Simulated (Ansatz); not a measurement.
MoRh, first-principles data

MoRh:
```xyz
2
Lattice="2.7585 0.0000 0.0000 -1.3793 2.3890 0.0000 0.0000 0.0000 4.4115" Properties=species:S:1:pos:R:3 pbc="T T T"
Mo     0.0000     0.0000     2.2058
Rh     0.0000     1.5926     0.0000
```

Space group P-6m2 (No. 187); conventional cell a = 2.7585 Å, b = 2.7585 Å, c = 4.4115 Å, α = 90.00°, β = 90.00°, γ = 120.00°.

Method: the program Ansatz at the r²SCAN level (PAW). The cell and atoms are relaxed at this level. Other levels are named where they apply.

Cell and energy:

```
Item                                                            Value
-----------------------------------------------------  --------------
Volume per atom                                              14.54 Å³
Density                                                   11.36 g/cm³
Formation energy from the elements (no fitted shifts)  -0.088 eV/atom
```

Electronic structure:

```
Item                                                                        Result
------------------------------------  --------------------------------------------
Electronic character                                             metallic (no gap)
Density of states at the Fermi level  0.86 states/eV per atom (mean over ±0.08 eV)
Gap with spin–orbit coupling                                       none (metallic)
```

Mechanics:

```
Property                                                                                     Result
--------------------------------------------  -----------------------------------------------------
Bulk modulus (Birch–Murnaghan fit)                                                          280 GPa
Pressure derivative B′                                                                          4.6
Elastic constants (relaxed ions, GPa)         C11 = 397, C12 = 249, C13 = 179, C33 = 515, C44 = 131
Mechanical stability                                         stable (all eigenvalues of C positive)
Hill bulk and shear moduli                                                          280 and 109 GPa
Young's modulus                                                                             289 GPa
Poisson's ratio                                                                                0.33
Debye temperature from the elastic constants                                                  423 K
```

Phonons:

```
Property                                       Result
-----------------------------  ----------------------
Highest zone-centre frequency                200 cm⁻¹
Zone-centre stability          no imaginary mode at Γ
```

Charges:

```
Item                          Value
-------------  --------------------
Bader charges  Mo +0.50, Rh -0.50 e
```

The workflow started from a Materials Project entry (that database holds measured and hypothetical structures alike); the Crystallography Open Database copy checked does not list it. With Mo and Rh taken as one species the cell has the higher symmetry P6_3/mmc, so it may be an ordered model of a mixed-site phase. Whether it is the stable phase at ambient conditions was not checked. The r²SCAN relaxation kept the symmetry of its start. No spin polarisation was allowed. As this level gives no gap, shear constants depend on the k-mesh and smearing (Fermi–Dirac, 0.1 eV here). As this level gives no gap, phonon frequencies hold no LO–TO term and depend on the k-mesh and smearing (Fermi–Dirac, 0.1 eV here). Axis ratios of metals converge slowly with the k-mesh, so a and c are less sure than the volume. The references are the lowest solids computed at this level, not always the standard phases. Spin–orbit coupling is left out wherever it is not named.

Potentials: the later of the program's two PAW sets.
